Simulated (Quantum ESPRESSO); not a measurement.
## Band energies of InP at -0.7 % isotropic strain

```xyz
2
Lattice="0.0000 2.9200 2.9200 2.9200 0.0000 2.9200 2.9200 2.9200 0.0000" Properties=species:S:1:pos:R:3 pbc="T T T"
P      4.3800     4.3800     4.3800
In     5.8400     5.8400     5.8400
```

PBEsol (pw.x of Quantum ESPRESSO, ONCV potentials, without SOC); path ΓXWKΓLUWLK,UX; energies in eV from the valence-band maximum.

```csv
k (1/Å),point,band 5,band 6,band 7,band 8,band 9,band 10,band 11,band 12
0.00,Γ,-14.08,-11.62,0.00,0.00,0.00,0.67,4.01,4.01
0.22,,-14.07,-11.47,-1.21,-0.37,-0.37,1.85,3.55,4.52
0.54,,-14.06,-10.70,-3.38,-1.45,-1.45,2.36,3.09,6.35
0.86,,-14.04,-9.58,-5.29,-2.23,-2.23,1.71,2.41,8.45
1.08,X,-14.04,-9.17,-5.86,-2.39,-2.39,1.61,2.16,9.18
1.48,,-14.06,-9.10,-5.73,-2.96,-2.93,3.50,3.85,6.33
1.61,W,-14.06,-9.08,-5.71,-3.05,-3.01,4.20,4.38,5.50
1.87,,-14.06,-9.16,-5.71,-3.37,-2.22,2.62,4.36,6.77
1.99,K,-14.06,-9.18,-5.71,-3.41,-1.99,2.24,4.34,7.46
2.20,,-14.07,-9.48,-5.42,-3.41,-1.52,2.69,5.15,6.35
2.41,,-14.07,-10.10,-4.70,-2.79,-0.97,2.97,4.98,5.32
2.72,,-14.07,-11.06,-2.84,-1.29,-0.29,2.42,4.14,4.52
3.03,,-14.08,-11.58,-0.52,-0.10,-0.02,1.10,3.99,4.05
3.14,Γ,-14.08,-11.62,0.00,0.00,0.00,0.67,4.01,4.01
3.24,,-14.08,-11.58,-0.53,-0.04,-0.04,1.09,4.02,4.08
3.55,,-14.08,-11.07,-3.09,-0.49,-0.49,1.77,4.66,4.66
3.86,,-14.07,-10.17,-5.27,-0.91,-0.91,1.50,4.78,4.78
4.07,L,-14.06,-9.84,-5.86,-1.00,-1.00,1.43,4.73,4.73
4.18,,-14.06,-9.81,-5.83,-1.30,-1.06,1.72,4.59,4.85
4.40,,-14.06,-9.59,-5.69,-2.58,-1.42,2.61,4.43,5.72
4.73,U,-14.06,-9.18,-5.71,-3.41,-1.99,2.24,4.34,7.46
5.01,,-14.06,-9.10,-5.70,-3.19,-2.78,3.77,4.39,5.76
5.11,W,-14.06,-9.08,-5.71,-3.05,-3.01,4.20,4.38,5.50
5.20,,-14.06,-9.12,-5.68,-3.23,-2.73,4.04,4.44,5.40
5.49,,-14.06,-9.52,-5.66,-2.78,-1.68,3.13,4.07,5.85
5.77,,-14.06,-9.82,-5.84,-1.23,-1.04,1.65,4.62,4.82
5.87,L,-14.06,-9.84,-5.86,-1.00,-1.00,1.43,4.73,4.73
6.03,,-14.06,-9.78,-5.81,-1.59,-1.12,1.99,4.46,5.00
6.20,,-14.06,-9.59,-5.69,-2.58,-1.42,2.61,4.43,5.72
6.44,,-14.06,-9.24,-5.66,-3.43,-1.88,2.35,4.69,7.09
6.53,K,-14.06,-9.18,-5.71,-3.41,-1.99,2.24,4.34,7.46
6.53,U,-14.06,-9.18,-5.71,-3.41,-1.99,2.24,4.34,7.46
6.62,,-14.05,-9.15,-5.78,-3.17,-2.16,2.06,3.53,7.86
6.91,X,-14.04,-9.17,-5.86,-2.39,-2.39,1.61,2.16,9.18
```

The PBEsol gap is direct, 0.67 eV at Γ.

Spin-orbit splittings are left out.

Geometry strained from the cell relaxed with PBEsol, atoms relaxed again.
